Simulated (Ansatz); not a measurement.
**Al₃GaN₄: an elastic constant from a strain scan**

These are results of DFT r2SCAN, scalar-relativistic, plane waves, PAW in Ansatz, not measurements. Settings: plane waves to 500 eV, k-mesh 6×8×4 (Γ-centred), Gaussian smearing 0.05 eV. No spin polarisation. Energies are free energies at this smearing, counted from the undisturbed cell; pressure is positive in compression.

The undisturbed cell (relaxed at this level; it needn't be the usual structure):

```yaml
crystal:
  lattice:
    - [5.03808, 0.00000, 0.00006]
    - [0.00000, 3.12495, 0.00000]
    - [-0.00329, 0.00000, 5.41039]
  atoms:
    - { symbol: Al, position: [0.50022, 0.50000, 0.16726] }
    - { symbol: Al, position: [0.00067, 0.50000, 0.83490] }
    - { symbol: Al, position: [0.00100, 0.00000, 0.33164] }
    - { symbol: Ga, position: [0.49949, 0.00000, 0.66620] }
    - { symbol: N, position: [0.11071, 0.00000, 0.66632] }
    - { symbol: N, position: [0.12268, 0.50000, 0.16713] }
    - { symbol: N, position: [0.62541, 0.50000, 0.84068] }
    - { symbol: N, position: [0.62341, 0.00000, 0.32586] }
```

The cell is strained by ε times the Voigt pattern (0, 1, 0, 0, 0, 0) (xx, yy, zz, yz, xz, xy; engineering shear) with fractional coordinates fixed. The cell holds 8 atoms in V0 = 85.18 Å³. The stress column is τ = (1/V0) dE/dε, got from the stress tensor σ (compression positive) at each point as −det(1 + εP) σ : P(1 + εP)⁻¹, with P the pattern as a tensor.

```csv
ε,ΔE (meV/atom),τ (GPa)
-0.1000,196.334,-66.429
-0.0750,103.834,-45.490
-0.0500,43.427,-27.716
-0.0250,10.227,-12.675
0.0000,0.000,-0.001
0.0250,9.084,10.615
0.0500,34.285,19.441
0.0750,72.821,26.706
0.0875,96.320,29.817
0.1000,?,?
```

Problem. Which combination of elastic constants does this scan measure, and how large is it?

Solution. For small ε, τ = τ0 + Kε with K = pᵀCp, which for this pattern is C22 in the Cartesian frame shown. The parabola through τ at ε = -0.0250, 0 and 0.0250 has slope K = 466 GPa at zero. The energies per cell, E = NΔE, of the same two points give K = 2[E(ε₊)/ε₊ − E(ε₋)/ε₋]/[(ε₊ − ε₋)V0] = 465 GPa, in agreement. These are clamped-ion values.

Problem. Predict the withheld row at ε = 0.1000 from the harmonic law, and compare.

Solution. ΔE = V0(τ0 ε + Kε²/2)/N = 154.773 meV/atom and τ = 46.58 GPa. The calculation gives 122.271 meV/atom and 32.61 GPa: the energy lies 21 % below the harmonic value, as bonds soften when stretched.

Forces appear on the atoms along this scan, and letting them relax would lower the energy and soften the response.